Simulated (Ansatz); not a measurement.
**CuI: the gap against volume**

CuI, F-43m, a = 6.023 Å. Ansatz: r2SCAN, PAW, 500 eV, Γ-centred 8×8×8 mesh on 2 atoms, Gaussian smearing 0.02 eV; no spin polarisation. Symmetry fixes shape and atoms, so the cell is only scaled; x = ln(V/V0) with V0 = 27.318 Å³/atom. The gap is read at the mesh points alone.

```tsv
x	gap y (eV)
-0.1278	2.088
-0.0943	1.970
-0.0619	1.861
-0.0305	1.760
0.0000	1.668
0.0296	1.583
0.0583	?
0.0953	1.410
```

Task: Fit a straight line to the other rows, give the volume deformation potential of the gap and its pressure coefficient, and predict the missing gap. B0 = 43.8 GPa.

Result: Means x = -0.02709, y = 1.7629; Σ(Δx)² = 0.03481, ΣΔxΔy = -0.1060; the slope is their ratio. y = 1.6804 − 3.0458 x. The slope is the deformation potential a = dE_g/d ln V = -3.05 eV, and dE_g/dP = −a/B0 = 69.5 meV/GPa. At x = 0.0583 the fit asked for gives 1.503 eV. The run gave 1.505 eV, so the fit is 0.002 eV too low, within the rms miss on the fitted rows (0.013 eV).

Spin-orbit coupling is left out, which matters for the bands of heavy elements. Semilocal functionals give gaps under the measured ones; changes of the gap mostly carry over better.